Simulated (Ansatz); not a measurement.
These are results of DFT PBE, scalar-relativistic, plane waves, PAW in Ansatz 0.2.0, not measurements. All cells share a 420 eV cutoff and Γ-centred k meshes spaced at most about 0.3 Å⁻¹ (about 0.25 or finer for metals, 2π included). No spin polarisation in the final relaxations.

All energies are static (0 K, no zero-point motion). All come from trial cells, and lower structures may exist.

Question: These unrelaxed guesses for ReAs3Os2 are each relaxed within their symmetry. Order them by the energy at which they end, lowest first.
A.

Space group P6/mmm (No. 191). a = 6.077 Å, b = 6.077 Å, c = 3.571 Å, α = 90.00°, β = 90.00°, γ = 120.00°
| atom | site | symmetry | x | y | z |
| --- | --- | --- | --- | --- | --- |
| Re | 1a | 6/mmm | 0.0000 | 0.0000 | 0.0000 |
| As | 3g | mmm | 0.5000 | 0.0000 | 0.5000 |
| Os | 2c | -6m2 | 0.3333 | 0.6667 | 0.0000 |

B.

Space group P-3m1 (No. 164). a = 3.709 Å, b = 3.709 Å, c = 9.078 Å, α = 90.00°, β = 90.00°, γ = 120.00°
```
atom  site  symmetry       x       y       z
  Re    1a      -3m. 0.0000  0.0000  0.0000
  As    2d       3m. 0.3333  0.6667  0.1659
  As    1b      -3m. 0.0000  0.0000  0.5000
  Os    2d       3m. 0.3333  0.6667  0.6560
```

C.

Space group P4mm (No. 99). a = 3.850 Å, b = 3.850 Å, c = 9.038 Å, α = 90.00°, β = 90.00°, γ = 90.00°
| atom | site | symmetry | x | y | z |
| --- | --- | --- | --- | --- | --- |
| Re | 1b | 4mm | 0.5000 | 0.5000 | 0.2748 |
| As | 1b | 4mm | 0.5000 | 0.5000 | 0.9496 |
| As | 1a | 4mm | 0.0000 | 0.0000 | 0.1474 |
| As | 1b | 4mm | 0.5000 | 0.5000 | 0.5601 |
| Os | 2c | 2mm. | 0.5000 | 0.0000 | 0.5383 |

Answer: B (ends in P-3m1, 0 meV/atom), C (ends in P4mm, 234 meV/atom), A (ends in P6/mmm, 0.87 eV/atom). Even the lowest end lies +0.39 eV/atom against the elements.

These runs have no spin–orbit coupling, which can matter for Os and Re. Cells relaxed within their symmetry can be saddle points. Some structure types and database cells were kept out of the candidates from the start, so a known form may be missing.
